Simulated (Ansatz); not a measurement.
This run works on a proposed trial structure, not on a known crystal.

Input and command of a plane-wave DFT calculation in Ansatz:

```yaml
crystal:
  lattice:
    - [13.0825481649, -1.5583052186, -0.3566045947]
    - [13.0825481649, 1.5583052186, -0.3566045947]
    - [-0.6090263174, 0.0, 5.5096635601]
  atoms:
    - { symbol: P, position: [0.0470788848, 0.0470788848, 0.8025772019] }
    - { symbol: P, position: [0.9529211152, 0.9529211152, 0.1974227981] }
    - { symbol: P, position: [0.1231071897, 0.1231071897, 0.0539651603] }
    - { symbol: P, position: [0.6578608685, 0.6578608685, 0.8406640543] }
    - { symbol: P, position: [0.7320747282, 0.7320747282, 0.104528932] }
    - { symbol: P, position: [0.8768928103, 0.8768928103, 0.9460348397] }
    - { symbol: P, position: [0.3421391315, 0.3421391315, 0.1593359457] }
    - { symbol: P, position: [0.2679252718, 0.2679252718, 0.895471068] }
    - { symbol: C, position: [0.4804711675, 0.4804711675, 0.0686614666] }
    - { symbol: C, position: [0.5195288325, 0.5195288325, 0.9313385334] }
basis:
  ecutwfc: 500
kpoints:
  mp_grid: { grid: [10, 10, 6] }
hamiltonian:
  xc: r2scan
scf:
  occupations: { method: gaussian, width: 0.02 }
output:
  forces: true
  stress: true
  eigenvalues: true
```

```bash
ansatz run input.yaml --threads 1 --pin off --max-ram 2560MiB --backend cpu --events-out ev --progress --plain --runs-dir out
```

Processor: Intel(R) Xeon(R) 6975P-C (Granite Rapids), 1 thread, on a host shared with other jobs.

How long does it run, and how much memory does it take?

About 77 s, peak memory 1.6 GiB. It solves 34 bands at 172 k points (after reduction by symmetry) with about 5693 plane waves, in 8 SCF iterations.
